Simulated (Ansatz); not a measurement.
Two Ansatz runs on Os

The structure comes from a relaxation in the same program, started in the hcp type. Whether it is a known phase or the ground state wasn't checked. The listed cell was then made from it by scaling, straining or moving an atom.

First run: DFT, PBE, all-electron LAPW, scalar-relativistic (Ansatz 0.2.0).

Command: `ansatz run input.yaml --threads 1 --pin off --max-ram 2048MiB --backend cpu --events-out ev --progress --plain --runs-dir out` The run took 100 s on 1 thread of Arm Neoverse V1 (shared host).

```yaml
crystal:
  lattice:
    - [2.7983879451, 0.0, 0.0]
    - [-1.3991939726, 2.4234750501, 0.0]
    - [0.0, 0.0, 4.4193006099]
  atoms:
    - { symbol: Os, position: [0.3333333333, 0.6666666667, 0.25] }
    - { symbol: Os, position: [0.6666666667, 0.3333333333, 0.75] }
kpoints:
  mp_grid: { grid: [16, 16, 9] }
scf:
  occupations: { method: fermi_dirac, width: 0.03 }
hamiltonian:
  xc: pbe
  pseudopotentials: { kind: all_electron, lapw: { basis_error: 0.00025 } }
output:
  forces: true
  stress: true
  eigenvalues: true
```

Result: converged; pressure -17.24 GPa; no gap on the k mesh; 9 SCF iterations.

Spin–orbit coupling is left out, though it moves levels of the heavy atoms by tenths of an eV or more.

The input is then changed:

```diff
@@ -8,9 +8,9 @@
     - { symbol: Os, position: [0.6666666667, 0.3333333333, 0.75] }
 kpoints:
-  mp_grid: { grid: [16, 16, 9] }
+  mp_grid: { grid: [16, 16, 9], shift: [0.5, 0.5, 0.5] }
 scf:
   occupations: { method: fermi_dirac, width: 0.03 }
 hamiltonian:
-  xc: pbe
+  xc: lda
   pseudopotentials: { kind: all_electron, lapw: { basis_error: 0.00025 } }
 output:
@@ -18,3 +18,5 @@
   stress: true
   eigenvalues: true
+basis:
+  xc_grid: 3
```

Q: Predict the outcome of the changed run.

A: It converged; pressure -32.5 GPa; largest force 0.039 eV/Å; no gap on the k mesh; 9 SCF iterations.
